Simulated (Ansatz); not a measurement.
Relaxed Au (fcc, Cu type):

```
Au
1.0
    4.15726     0.00000     0.00000
    0.00000     4.15726     0.00000
    0.00000     0.00000     4.15726
Au
4
Direct
  0.00000   0.00000   0.00000
  0.50000   0.50000   0.00000
  0.50000   0.00000   0.50000
  0.00000   0.50000   0.50000
```

Two-dimensional scan of atom 3 (Au, nearest neighbour Au at 2.940 Å; its periodic images, 4.2 Å or more away, move with it): u runs along (0.707, 0.707, 0.000), v along (0.000, 0.000, 1.000) (Cartesian). Cell and other atoms are fixed.

The numbers are results of PBE (plane waves to 420 eV, PAW, scalar-relativistic; Ansatz, a first-principles code), not measurements. k mesh 9×9×9 (Γ-centred), Fermi-Dirac smearing 0.05 eV. Compression counts positive. Points where atoms come too close for the PAW data are left out (x in tables, blank in figures). With partly filled bands, energies and forces of such displacements shift with the k mesh and the smearing. Au was relaxed with its symmetry unable to fall. Spin-orbit coupling is left out, though Au is heavy. The PAW data are Ansatz's earlier set. The last digit holds for this mesh only.

Changes of P (GPa) from the point u = 0.000 Å, v = 0.000 Å when one coordinate moves alone (two changes are said to add if the coupling is within 5 % of the smaller one, nearly so within 20 %):

```tsv
point	change
u = 0.000 Å, v = -0.970 Å	36.74
u = 0.000 Å, v = -0.647 Å	15.65
u = 0.000 Å, v = -0.323 Å	3.67
u = -0.647 Å, v = 0.000 Å	17.77
u = -0.323 Å, v = 0.000 Å	3.77
u = 0.323 Å, v = 0.000 Å	3.77
u = 0.647 Å, v = 0.000 Å	17.77
u = 0.000 Å, v = 0.323 Å	3.67
u = 0.000 Å, v = 0.647 Å	15.65
u = 0.000 Å, v = 0.970 Å	36.74
```

Task: Do the two effects add at u = 0.323 Å, v = -0.970 Å? Give the computed change.

Result: The sum of the single changes is 3.77 + (36.74) = 40.51; the calculation gives 47.26, so the coupling contributes 6.75 (over 20 % of the smaller single change, not additive).

Task: What is the change at u = 0.647 Å, v = 0.647 Å, where both move, and how far is it from the sum?

Result: The sum of the single changes is 17.77 + (15.65) = 33.42; the calculation gives 41.50, so the coupling contributes 8.08 (over 20 % of the smaller single change, not additive).

Task: What is the change at u = 0.323 Å, v = -0.647 Å, where both move, and how far is it from the sum?

Result: The sum of the single changes is 3.77 + (15.65) = 19.42; the calculation gives 21.86, so the coupling contributes 2.44 (over 20 % of the smaller single change, not additive).

(For displaced atoms, the force is minus the slope of the energy, and its curvature is a force constant, which sets phonon frequencies.)
